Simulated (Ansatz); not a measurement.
# Ideal shear of a crystal plane in B5W2

Level of theory: DFT PBEsol, scalar-relativistic, plane waves, PAW (Ansatz 0.2.0). Cutoff 420 eV, Γ-centred 14×14×3 k-points, Gaussian smearing of 0.15 eV. Spin–orbit coupling is left out, which can shift energies with elements as heavy as these. No spin polarisation. Energies are free energies at this smearing, counted from the undisturbed cell; pressure is positive in compression.

Zero of the scan (relaxed at this level; it needn't be the usual structure):

```
CELL_PARAMETERS angstrom
-1.53939 -2.66630 0.00000
1.53939 -2.66630 0.00000
0.00000 1.77753 14.13228
ATOMIC_POSITIONS crystal
B 0.09269 0.09269 0.21893
B 0.59269 0.59269 0.71893
B 0.40731 0.40731 0.16277
B 0.90731 0.90731 0.66277
B 0.16553 0.16553 0.43743
B 0.66553 0.66553 0.93743
B 0.33447 0.33447 0.94427
B 0.83447 0.83447 0.44427
B 0.25000 0.25000 0.69085
B 0.75000 0.75000 0.19085
W 0.03830 0.03830 0.05574
W 0.53830 0.53830 0.55574
W 0.46170 0.46170 0.32596
W 0.96170 0.96170 0.82596
```

The cut lies on the cell's a–b face, a (0 0 1) plane (indices in the standard cell, whose axes needn't be the Cartesian ones shown) of area 8.21 Å², between layers 1.58 Å apart. Vector c is tilted by f times 1·a + 1·b (length 5.333 Å) with the atoms' Cartesian places fixed: one unrelaxed fault a cell. The traction is dγ/du, the slope of γ against the slip u in Å.

| f | γ (mJ/m²) | traction (GPa) |
| --- | --- | --- |
| 0.0000 | 0 | 0.1 |
| 0.0833 | 743 | 36.2 |
| 0.1667 | 3614 | 93.9 |
| 0.2500 | 8202 | 92.4 |
| 0.3333 | 10350 | 0.0 |
| 0.4167 | 8767 | -58.0 |
| 0.5000 | 6550 | -29.2 |
| 0.5833 | 6402 | 14.8 |
| 0.6667 | 6919 | -0.1 |
| 0.7500 | 5843 | -50.7 |
| 0.8333 | 2963 | -66.7 |
| 0.9167 | 706 | -32.5 |

Task: Read off the first barrier and the stress needed to climb it, and compare with Frenkel's sinusoid.

Result: The first sampled maximum lies at f = 0.333, a slip of 1.78 Å, with γ ≈ 10350 mJ/m², which stands in for the unstable fault energy γ_us, and the steepest sampled slope before it is 93.9 GPa. A sinusoid γ = γ_us sin²(πu/λ) with its maximum there has λ = 3.55 Å and a largest slope πγ_us/λ = 91.5 GPa (1 mJ/m² per Å = 0.01 GPa). The stand-in is too high: a rotation axis of order three or more passes through this point, so the curvature is the same in every direction of the plane and the point is a peak of the γ-surface, which slip goes round.

Task: Is there a metastable fault on this line?

Result: The samples dip to a local minimum of 6402 mJ/m² at f = 0.583. It lies off the rotation axes, between two maxima that lie on them, so it is most likely the pass between two peaks of the γ-surface: a saddle for slip across the line, a better estimate of γ_us, and no metastable fault.

The cut is rigid; relaxing the faces lowers these energies and usually the stresses.

In a metal these slopes depend on the k mesh and the smearing.

Cost: 12 runs of about 6.5 core-minutes in all, on AMD EPYC 9R45 (Zen 5) (shared hosts).